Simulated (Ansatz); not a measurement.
Ru:
```cif
data_Ru2
_chemical_formula_sum 'Ru2'
_space_group_name_H-M_alt 'P63/mmc'
_space_group_IT_number 194
_space_group_name_Hall '-P 6c 2c'
_cell_length_a 2.72076
_cell_length_b 2.72076
_cell_length_c 4.29516
_cell_angle_alpha 90.000
_cell_angle_beta 90.000
_cell_angle_gamma 120.000
loop_
_atom_site_label
_atom_site_type_symbol
_atom_site_symmetry_multiplicity
_atom_site_Wyckoff_symbol
_atom_site_fract_x
_atom_site_fract_y
_atom_site_fract_z
_atom_site_occupancy
Ru1 Ru 2 c 0.33333 0.66667 0.25000 1
```

Relaxed at zero pressure with DFT-PBE in the program Ansatz with PAW potentials.

**Question.** The volume is lowered by 6 % and shape and atoms relax at that volume. What pressure results, and how do the axes share the change?

**Answer.** 22.5 GPa; a -2.1 %, b -2.1 %, c -1.9 %; the energy rises by 54 meV/atom.

**Question.** Give the new structure.

**Answer.** 
Space group P6₃/mmc (No. 194); a = 2.6627 Å, b = 2.6627 Å, c = 4.2155 Å, α = 90.00°, β = 90.00°, γ = 120.00°

```csv
atom,site,symmetry,x,y,z
Ru,2c,-6m2,0.3333,0.6667,0.2500
```

The phase is kept; no other phase was compared at this pressure.

Space group P6_3/mmc (hcp (Mg type)). Symmetry was held in the PBE relaxation. No spin polarisation was allowed. Axis ratios of metals converge slowly with the k-mesh, so a and c are less sure than the volume.

Potentials: the earlier of the program's two PAW sets.
